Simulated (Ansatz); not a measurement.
Sn$_{4}$Te$_{3}$Se:
Space group R3m, hexagonal axes (No. 160); a = b = 4.008 Å, c = 65.557 Å, α = β = 90.00°, γ = 120.00°

```json
[
 {"atom": "Sn", "site": "3a", "symmetry": "3m", "x": "0.0000", "y": "0.0000", "z": "0.0575"},
 {"atom": "Sn", "site": "3a", "symmetry": "3m", "x": "0.0000", "y": "0.0000", "z": "0.8096"},
 {"atom": "Sn", "site": "3a", "symmetry": "3m", "x": "0.0000", "y": "0.0000", "z": "0.5614"},
 {"atom": "Sn", "site": "3a", "symmetry": "3m", "x": "0.0000", "y": "0.0000", "z": "0.3125"},
 {"atom": "Te", "site": "3a", "symmetry": "3m", "x": "0.0000", "y": "0.0000", "z": "0.7503"},
 {"atom": "Te", "site": "3a", "symmetry": "3m", "x": "0.0000", "y": "0.0000", "z": "0.5024"},
 {"atom": "Te", "site": "3a", "symmetry": "3m", "x": "0.0000", "y": "0.0000", "z": "0.2542"},
 {"atom": "Se", "site": "3a", "symmetry": "3m", "x": "0.0000", "y": "0.0000", "z": "0.0016"}
]
```
(The calculation used a cell of 8 atoms; values per cell refer to that cell.)

Relaxed with LDA.

**Question.** Which orbitals make up the states near the band edges in plane-wave PAW LDA (Ansatz code)?

**Answer.** Top 1 eV of the valence band: Te 5p 48 %, Sn 5p 21 %, Sn 5s 15 %, Se 4p 12 %. Bottom 1 eV of the conduction band: Sn 5p 56 %, Te 5p 24 %, Se 4p 8 %. Projections are on Löwdin-orthogonalised atomic valence shells; empty p or d shells of many metals are not among them.

**Question.** Tabulate the density of states.

**Answer.** States/eV per cell of 8 atoms, in 0.25 eV bins, energy from the valence-band maximum.

| E (eV) | total | Sn 5p | Te 5p | Sn 5s |
|---|---|---|---|---|
| -7.85 | 0.00 | 0.00 | 0.00 | 0.00 |
| -7.60 | 2.78 | 0.07 | 0.05 | 1.84 |
| -7.35 | 8.20 | 0.25 | 1.52 | 5.29 |
| -7.10 | 9.58 | 0.35 | 1.98 | 5.95 |
| -6.85 | 5.94 | 0.22 | 1.16 | 3.52 |
| -6.60 | 3.58 | 0.12 | 0.63 | 2.09 |
| -6.35 | 1.92 | 0.06 | 0.34 | 1.09 |
| -6.10 | 0.00 | 0.00 | 0.00 | 0.00 |
| -5.85 | 0.00 | 0.00 | 0.00 | 0.00 |
| -5.60 | 0.00 | 0.00 | 0.00 | 0.00 |
| -5.35 | 0.00 | 0.00 | 0.00 | 0.00 |
| -5.10 | 0.00 | 0.00 | 0.00 | 0.00 |
| -4.85 | 0.00 | 0.00 | 0.00 | 0.00 |
| -4.60 | 0.00 | 0.00 | 0.00 | 0.00 |
| -4.35 | 0.57 | 0.20 | 0.00 | 0.01 |
| -4.10 | 5.22 | 1.86 | 1.46 | 0.15 |
| -3.85 | 9.27 | 3.16 | 4.20 | 0.33 |
| -3.60 | 7.48 | 2.36 | 3.45 | 0.27 |
| -3.35 | 6.31 | 1.82 | 2.71 | 0.10 |
| -3.10 | 6.35 | 1.68 | 3.02 | 0.10 |
| -2.85 | 6.48 | 1.63 | 3.08 | 0.15 |
| -2.60 | 4.99 | 1.23 | 2.51 | 0.23 |
| -2.35 | 5.46 | 1.39 | 2.74 | 0.32 |
| -2.10 | 8.70 | 2.74 | 3.93 | 0.85 |
| -1.85 | 9.02 | 2.76 | 4.05 | 0.99 |
| -1.60 | 8.48 | 2.51 | 3.75 | 1.12 |
| -1.35 | 5.57 | 1.49 | 2.74 | 0.66 |
| -1.10 | 4.41 | 1.06 | 2.37 | 0.49 |
| -0.85 | 3.26 | 0.72 | 1.74 | 0.40 |
| -0.60 | 2.06 | 0.44 | 0.99 | 0.32 |
| -0.35 | 1.34 | 0.27 | 0.57 | 0.26 |
| -0.10 | 1.05 | 0.17 | 0.44 | 0.21 |
| 0.15 | 0.00 | 0.00 | 0.00 | 0.00 |
| 0.40 | 0.70 | 0.42 | 0.13 | 0.04 |
| 0.65 | 2.27 | 1.31 | 0.45 | 0.11 |
| 0.90 | 5.35 | 3.02 | 1.37 | 0.19 |
| 1.15 | 7.35 | 4.06 | 1.79 | 0.26 |
| 1.40 | 7.46 | 4.10 | 1.85 | 0.28 |
| 1.65 | 4.32 | 2.40 | 1.20 | 0.17 |
| 1.90 | 3.56 | 2.00 | 0.93 | 0.18 |
| 2.15 | 4.12 | 2.35 | 0.97 | 0.16 |
| 2.40 | 6.14 | 3.57 | 1.28 | 0.10 |
| 2.65 | 10.08 | 6.08 | 1.56 | 0.16 |
| 2.90 | 9.12 | 5.79 | 1.36 | 0.11 |
| 3.15 | 9.91 | 6.56 | 1.56 | 0.07 |
| 3.40 | 10.92 | 6.93 | 1.97 | 0.09 |
| 3.65 | 10.01 | 6.04 | 2.02 | 0.09 |
| 3.90 | 3.39 | 1.84 | 0.74 | 0.05 |
| 4.15 | 1.36 | 0.70 | 0.30 | 0.02 |
| 4.40 | 0.68 | 0.03 | 0.01 | 0.00 |
| 4.65 | 0.85 | 0.04 | 0.02 | 0.00 |
| 4.90 | 1.30 | 0.07 | 0.03 | 0.00 |
| 5.15 | 1.98 | 0.12 | 0.06 | 0.00 |

The first step of the workflow began from a Materials Project structure, measured or hypothetical; the Crystallography Open Database copy checked does not list it. Its standing as an ambient phase is unchecked. The cell was relaxed with LDA under the symmetry of its start; whether a distortion lowers the energy is not shown. A crystal of weakly bound layers computed without a dispersion correction: the cell and the soft elastic constants depend strongly on that. Spin–orbit coupling is left out wherever it is not named.

Potentials: the later of the program's two PAW sets.
